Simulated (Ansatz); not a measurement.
Relaxation of a relaxed SnSe2 cell with every coordinate shifted by Gaussian noise of σ = 0.45 Å; 3 atoms in the cell, which starts as P1 (No. 1), aP3; a = b = 3.840 Å, c = 6.525 Å, α = β = 90.00°, γ = 120.00°. Level of theory: r2SCAN (plane waves to 500 eV, PAW, scalar-relativistic; Ansatz, an electronic-structure program). Γ-centred k-mesh 7×7×4 on the run's cell (coarser than for final values), Fermi–Dirac smearing 0.05 eV. This is the first round of the run. 

The optimiser's lines from the output (shortened; P is positive under compression):

```
relax step   1: F+E_penalty+E_count = -16988.51164039 eV  Δ(F+E_penalty+E_count) = +0.000e0 eV  max|allowed force component| = 6.477e0 eV/Å  Δτ_max = 0.0000 Å  P = +33.722 GPa  Ω = 83.348 Å³  (8 SCF iters, dr2 threshold 1.00e-7 eV, accepted)
relax step   2: F+E_penalty+E_count = -16991.01821300 eV  Δ(F+E_penalty+E_count) = -2.507e0 eV  max|allowed force component| = 1.448e0 eV/Å  Δτ_max = 0.0920 Å  P = +19.734 GPa  Ω = 89.556 Å³  (8 SCF iters, dr2 threshold 3.00e-7 eV, accepted)
relax step   3: F+E_penalty+E_count = -16992.21748574 eV  Δ(F+E_penalty+E_count) = -1.199e0 eV  max|allowed force component| = 8.973e-1 eV/Å  Δτ_max = 0.0526 Å  P = +12.762 GPa  Ω = 94.921 Å³  (8 SCF iters, dr2 threshold 3.00e-7 eV, accepted)
relax step   4: F+E_penalty+E_count = -16993.07251502 eV  Δ(F+E_penalty+E_count) = -8.550e-1 eV  max|allowed force component| = 8.817e-1 eV/Å  Δτ_max = 0.0575 Å  P = +8.164 GPa  Ω = 99.728 Å³  (7 SCF iters, dr2 threshold 3.00e-7 eV, accepted)
relax step   5: F+E_penalty+E_count = -16993.71125320 eV  Δ(F+E_penalty+E_count) = -6.387e-1 eV  max|allowed force component| = 8.634e-1 eV/Å  Δτ_max = 0.0804 Å  P = +4.802 GPa  Ω = 103.900 Å³  (8 SCF iters, dr2 threshold 3.00e-7 eV, accepted)
relax step   6: F+E_penalty+E_count = -16994.17382962 eV  Δ(F+E_penalty+E_count) = -4.626e-1 eV  max|allowed force component| = 6.953e-1 eV/Å  Δτ_max = 0.1136 Å  P = +2.168 GPa  Ω = 107.133 Å³  (8 SCF iters, dr2 threshold 3.00e-7 eV, accepted)
relax step   7: F+E_penalty+E_count = -16994.57066709 eV  Δ(F+E_penalty+E_count) = -3.968e-1 eV  max|allowed force component| = 7.576e-1 eV/Å  Δτ_max = 0.1624 Å  P = +0.621 GPa  Ω = 105.832 Å³  (8 SCF iters, dr2 threshold 3.00e-7 eV, accepted)
relax step   8: F+E_penalty+E_count = -16994.80650411 eV  Δ(F+E_penalty+E_count) = -2.358e-1 eV  max|allowed force component| = 1.016e0 eV/Å  Δτ_max = 0.1948 Å  P = +2.604 GPa  Ω = 105.109 Å³  (8 SCF iters, dr2 threshold 3.00e-7 eV, accepted)
relax step   9: F+E_penalty+E_count = -16994.93751887 eV  Δ(F+E_penalty+E_count) = -1.310e-1 eV  max|allowed force component| = 6.617e-1 eV/Å  Δτ_max = 0.1390 Å  P = +0.799 GPa  Ω = 105.435 Å³  (8 SCF iters, dr2 threshold 3.00e-7 eV, accepted)
relax step  10: F+E_penalty+E_count = -16995.00613543 eV  Δ(F+E_penalty+E_count) = -6.862e-2 eV  max|allowed force component| = 3.552e-1 eV/Å  Δτ_max = 0.1984 Å  P = -0.886 GPa  Ω = 106.192 Å³  (8 SCF iters, dr2 threshold 3.00e-7 eV, accepted)
relax step  11: F+E_penalty+E_count = -16995.06528447 eV  Δ(F+E_penalty+E_count) = -5.915e-2 eV  max|allowed force component| = 4.527e-2 eV/Å  Δτ_max = 0.1223 Å  P = -0.563 GPa  Ω = 99.889 Å³  (8 SCF iters, dr2 threshold 3.00e-7 eV, accepted)
relax step  12: F+E_penalty+E_count = -16995.07897098 eV  Δ(F+E_penalty+E_count) = -1.369e-2 eV  max|allowed force component| = 3.227e-1 eV/Å  Δτ_max = 0.0907 Å  P = +0.695 GPa  Ω = 93.275 Å³  (7 SCF iters, dr2 threshold 3.00e-7 eV, accepted)
relax step  13: F+E_penalty+E_count = -16995.08623295 eV  Δ(F+E_penalty+E_count) = -7.262e-3 eV  max|allowed force component| = 9.425e-2 eV/Å  Δτ_max = 0.0282 Å  P = -0.077 GPa  Ω = 94.278 Å³  (6 SCF iters, dr2 threshold 3.00e-7 eV, accepted)
relax step  14: F+E_penalty+E_count = -16995.09022259 eV  Δ(F+E_penalty+E_count) = -3.990e-3 eV  max|allowed force component| = 2.670e-2 eV/Å  Δτ_max = 0.0339 Å  P = +0.035 GPa  Ω = 93.387 Å³  (7 SCF iters, dr2 threshold 3.00e-7 eV, accepted)
relax step  15: F+E_penalty+E_count = -16995.09077990 eV  Δ(F+E_penalty+E_count) = -5.573e-4 eV  max|allowed force component| = 8.621e-2 eV/Å  Δτ_max = 0.0299 Å  P = +0.254 GPa  Ω = 93.329 Å³  (7 SCF iters, dr2 threshold 1.39e-7 eV, accepted)
relax step  16: F+E_penalty+E_count = -16995.09263534 eV  Δ(F+E_penalty+E_count) = -1.855e-3 eV  max|allowed force component| = 3.723e-2 eV/Å  Δτ_max = 0.0225 Å  P = +0.095 GPa  Ω = 92.954 Å³  (5 SCF iters, dr2 threshold 3.00e-7 eV, accepted)
relax step  17: F+E_penalty+E_count = -16995.09303468 eV  Δ(F+E_penalty+E_count) = -3.993e-4 eV  max|allowed force component| = 1.143e-2 eV/Å  Δτ_max = 0.0224 Å  P = +0.065 GPa  Ω = 92.519 Å³  (6 SCF iters, dr2 threshold 1.62e-7 eV, accepted)
relax step  18: F+E_penalty+E_count = -16995.09310056 eV  Δ(F+E_penalty+E_count) = -6.587e-5 eV  max|allowed force component| = 7.361e-3 eV/Å  Δτ_max = 0.0041 Å  P = -0.015 GPa  Ω = 92.763 Å³  (6 SCF iters, dr2 threshold 2.09e-8 eV, accepted)
relax step  19: F+E_penalty+E_count = -16995.09311015 eV  Δ(F+E_penalty+E_count) = -9.597e-6 eV  max|allowed force component| = 2.041e-3 eV/Å  Δτ_max = 0.0021 Å  P = -0.001 GPa  Ω = 92.789 Å³  (6 SCF iters, dr2 threshold 1.68e-9 eV, accepted)
relax step  20: F+E_penalty+E_count = -16995.14968892 eV  Δ(F+E_penalty+E_count) = -5.658e-2 eV  max|allowed force component| = 4.347e-3 eV/Å  Δτ_max = 0.0000 Å  P = +0.776 GPa  Ω = 92.789 Å³  stress off target by 2.22e0 GPa  SCF on the basis re-selected at this cell (its energy is not comparable with the rows above)  (9 SCF iters)
relax step  21: F+E_penalty+E_count = -16995.17029248 eV  Δ(F+E_penalty+E_count) = -2.060e-2 eV  max|allowed force component| = 4.257e-2 eV/Å  Δτ_max = 0.0271 Å  P = +0.467 GPa  Ω = 94.196 Å³  (6 SCF iters, dr2 threshold 3.00e-7 eV, accepted)
relax step  22: F+E_penalty+E_count = -16995.18886217 eV  Δ(F+E_penalty+E_count) = -1.857e-2 eV  max|allowed force component| = 3.088e-2 eV/Å  Δτ_max = 0.0868 Å  P = +0.043 GPa  Ω = 96.558 Å³  (7 SCF iters, dr2 threshold 3.00e-7 eV, accepted)
relax step  23: F+E_penalty+E_count = -16995.19392320 eV  Δ(F+E_penalty+E_count) = -5.061e-3 eV  max|allowed force component| = 5.873e-2 eV/Å  Δτ_max = 0.0788 Å  P = +0.233 GPa  Ω = 95.052 Å³  (7 SCF iters, dr2 threshold 3.00e-7 eV, accepted)
relax step  24: F+E_penalty+E_count = -16995.19555665 eV  Δ(F+E_penalty+E_count) = -1.633e-3 eV  max|allowed force component| = 1.817e-2 eV/Å  Δτ_max = 0.0302 Å  P = -0.001 GPa  Ω = 95.853 Å³  (6 SCF iters, dr2 threshold 3.00e-7 eV, accepted)
relax step  25: F+E_penalty+E_count = -16995.19586756 eV  Δ(F+E_penalty+E_count) = -3.109e-4 eV  max|allowed force component| = 8.680e-3 eV/Å  Δτ_max = 0.0050 Å  P = +0.021 GPa  Ω = 95.941 Å³  (6 SCF iters, dr2 threshold 2.53e-8 eV, accepted)
relax step  26: F+E_penalty+E_count = -16995.19592399 eV  Δ(F+E_penalty+E_count) = -5.643e-5 eV  max|allowed force component| = 2.275e-2 eV/Å  Δτ_max = 0.0137 Å  P = -0.033 GPa  Ω = 95.991 Å³  (7 SCF iters, dr2 threshold 1.23e-8 eV, accepted)
relax step  27: F+E_penalty+E_count = -16995.19607661 eV  Δ(F+E_penalty+E_count) = -1.526e-4 eV  max|allowed force component| = 9.224e-3 eV/Å  Δτ_max = 0.0068 Å  P = -0.024 GPa  Ω = 95.943 Å³  (6 SCF iters, dr2 threshold 3.93e-8 eV, accepted)
relax step  28: F+E_penalty+E_count = -16995.19608956 eV  Δ(F+E_penalty+E_count) = -1.295e-5 eV  max|allowed force component| = 4.762e-3 eV/Å  Δτ_max = 0.0033 Å  P = +0.012 GPa  Ω = 95.918 Å³  (6 SCF iters, dr2 threshold 4.88e-9 eV, accepted)
relax step  29: F+E_penalty+E_count = -16995.19609593 eV  Δ(F+E_penalty+E_count) = -6.368e-6 eV  max|allowed force component| = 2.273e-3 eV/Å  Δτ_max = 0.0020 Å  P = -0.002 GPa  Ω = 95.915 Å³  (6 SCF iters, dr2 threshold 1.32e-9 eV, accepted)
relax step  30: F+E_penalty+E_count = -16995.19654922 eV  Δ(F+E_penalty+E_count) = -4.533e-4 eV  max|allowed force component| = 2.216e-3 eV/Å  Δτ_max = 0.0000 Å  P = +0.000 GPa  Ω = 95.915 Å³  stress off target by 1.52e-2 GPa  SCF on the basis re-selected at this cell (its energy is not comparable with the rows above)  (9 SCF iters)
```

From the first to the last row the energy changes by -2.23 eV/atom and the volume by +15.1 %. The last row is marked as not comparable with the walk above it, whose basis was carried along; it does compare with step 1, since both stand on a basis selected at the nominal cutoff for their own cell.

Energy and pressure jump between steps 19 and 20 at one geometry, where the plane-wave basis was selected anew. While the cell walks, the set of plane waves is carried along, so its effective cutoff drifts with the strain; re-selecting it at 500 eV moved the energy by -0.019 eV/atom and the pressure by 0.8 GPa. Only step 1 and rows on a re-selected basis compare with each other.

Later rounds, restarted from the end of this one on a renewed k-mesh, logged 13 more steps and released under 0.01 eV/atom more. The final structure after all rounds: P1 (No. 1), aP3; a = 4.2021 Å, b = 4.4285 Å, c = 5.1959 Å, α = 94.25°, β = 90.44°, γ = 94.72°. Between re-selections the logged energies stand on a plane-wave basis carried along with the cell. The relaxed cell holds bonded Se–Se pairs (2.44 Å). No spin polarisation in the result.

The relaxed structure here is a generated cell of SnSe2: the first start was made by placing the elements on the sites of a structure type, and the end was not matched to a known phase here, so it may be hypothetical. Known forms of SnSe2 include space group No. 164.
